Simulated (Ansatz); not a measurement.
A geometry of Ta away from equilibrium: step 2 of the relaxation of a randomly generated symmetric cell of Ta (space group No. 70). All values below come from r2SCAN (plane waves to 500 eV, PAW, scalar-relativistic; Ansatz, a quantum-chemistry and plane-wave program). Γ-centred k-mesh 8×8×8 on the run's cell (coarser than for final values), Fermi–Dirac smearing 0.05 eV. The plane waves were selected for a different cell earlier on the path.

```yaml
crystal:
  lattice:
    - [0.00000, 3.38743, 3.39562]
    - [3.17074, 0.00000, 3.39562]
    - [3.17074, 3.38743, 0.00000]
  atoms:
    - { symbol: Ta, position: [0.76040, 0.76040, 0.23960] }
    - { symbol: Ta, position: [0.01040, 0.01040, 0.48960] }
    - { symbol: Ta, position: [0.23960, 0.23960, 0.76040] }
    - { symbol: Ta, position: [0.48960, 0.48960, 0.01040] }
```

Question: What forces act on the atoms (eV/Å)?

Answer: 
| atom | Fx | Fy | Fz |
|---|---|---|---|
| Ta1 | 0.00 | 0.00 | -0.66 |
| Ta2 | 0.00 | 0.00 | -0.66 |
| Ta3 | 0.00 | 0.00 | 0.66 |
| Ta4 | 0.00 | 0.00 | 0.66 |

The path ends in Im-3m (No. 229) (bcc (W type)). No spin polarisation in the result.

The run could not lose the symmetry of its start; a randomly shaken copy of 2 atoms returns to this structure.
